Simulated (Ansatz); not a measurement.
ScPd$_{3}$N:
```yaml
crystal:
  lattice:
    - [4.17739, 0.00000, 0.00000]
    - [0.00000, 4.17739, 0.00000]
    - [0.00000, 0.00000, 4.17739]
  atoms:
    - { symbol: Sc, position: [0.00000, 0.00000, 0.00000] }
    - { symbol: Pd, position: [0.00000, 0.50000, 0.50000] }
    - { symbol: Pd, position: [0.50000, 0.00000, 0.50000] }
    - { symbol: Pd, position: [0.50000, 0.50000, 0.00000] }
    - { symbol: N, position: [0.50000, 0.50000, 0.50000] }
```

Relaxed with r²SCAN.

Question: Map the valence electron density (e/Å³), cut off at 3 on the plane through (0.000, 0.000, 0.000) spanned by u = [1, 0, 0] and v = [0, 1, 1] in lattice vectors, from DFT-r²SCAN in the program Ansatz with PAW potentials.

Answer: x is the fraction of u, y of v (the angle between them is 90°; rows are the nearest grid lines); atoms in the plane: Sc at (0.00, 0.00), Pd at (0.00, 0.50), N at (0.50, 0.50).
```
|@@@@-            -@@@@|
|@@@@:            :@@@@|
|@@+:              :+@@|
|--.                .--|
|                      |
|                      |
|                      |
|                      |
|:..       ..       ..:|
|@@@+.. .:-++-:. ..+@@@|
|@@@@-..:=#@@#=:..-@@@@|
|@@@@+:.-*@@@@*-.:+@@@@|
|@@@@+:.-*@@@@*-.:+@@@@|
|@@@@-..:=#@@#=:..-@@@@|
|@@@+.. .:-++-:. ..+@@@|
|:..       ..       ..:|
|                      |
|                      |
|                      |
|                      |
|--.                .--|
|@@+:              :+@@|
|@@@@:            :@@@@|
|@@@@-            -@@@@|
```
Scale: ten equal steps from 0.106 (start of ' ') to 3.00 (end of '@'), in the order ' .:-=+*#%@'; x runs from 0.000 to 1.00, y from 0.000 (bottom) to 1.00 (top).

The density is the valence pseudo-density with augmentation charge, so density and ELF within about 1 Å of a nucleus are not all-electron values.

Space group Pm-3m (anti-perovskite). The start of the workflow was typed in or built on a structure type; neither database checked (COD, Materials Project) lists it. Its standing as an ambient phase is unchecked. The r²SCAN relaxation kept the symmetry of its start; its stability against distortions is not shown here. The run is not spin-polarised.

Potentials: the later of the program's two PAW sets.
